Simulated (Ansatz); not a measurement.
Total density of states per atom from DFT-r²SCAN in the program Ansatz with PAW potentials, in 0.25 eV bins, energy from the valence-band maximum:

(E (eV), states/eV/atom): (-7.85, 0.00); (-7.60, 0.00); (-7.35, 0.00); (-7.10, 0.00); (-6.85, 0.00); (-6.60, 0.00); (-6.35, 0.00); (-6.10, 0.00); (-5.85, 0.00); (-5.60, 0.00); (-5.35, 0.00); (-5.10, 0.00); (-4.85, 0.06); (-4.60, 0.24); (-4.35, 0.38); (-4.10, 0.85); (-3.85, 1.20); (-3.60, 0.43); (-3.35, 0.24); (-3.10, 0.42); (-2.85, 0.47); (-2.60, 0.47); (-2.35, 0.52); (-2.10, 0.62); (-1.85, 0.84); (-1.60, 0.94); (-1.35, 0.94); (-1.10, 0.93); (-0.85, 0.96); (-0.60, 0.82); (-0.35, 0.48); (-0.10, 0.20); (0.15, 0.00); (0.40, 0.00); (0.65, 0.00); (0.90, 0.00); (1.15, 0.00); (1.40, 0.00); (1.65, 0.00); (1.90, 0.00); (2.15, 0.00); (2.40, 0.00); (2.65, 0.02); (2.90, 0.06); (3.15, 0.08); (3.40, 0.11); (3.65, 0.15); (3.90, 0.19); (4.15, 0.24); (4.40, 0.29); (4.65, 0.40); (4.90, 0.71); (5.15, 1.00); (5.40, 0.66); (5.65, 0.34); (5.90, 0.28); (6.15, 0.39); (6.40, 0.80); (6.65, 0.80); (6.90, 0.63); (7.15, 0.61)

Problem. Which compound is it?
A. PbSe, rock salt
B. WSe2, CdI2 type
C. BiB, rock salt
D. MgSe, rock salt

Solution. D, MgSe, rock salt. Top 1 eV of the valence band: Se 4p 97 %. Bottom 1 eV of the conduction band: Mg 3s 79 %, Se 4p 7 %, outside the projected shells 10 %. Projections are on Löwdin-orthogonalised atomic valence shells; empty p or d shells of many metals are not among them.

Space group Fm-3m (rock salt). The r²SCAN relaxation kept the symmetry of its start. Spin–orbit coupling is left out wherever it is not named.

Potentials: the later of the program's two PAW sets.
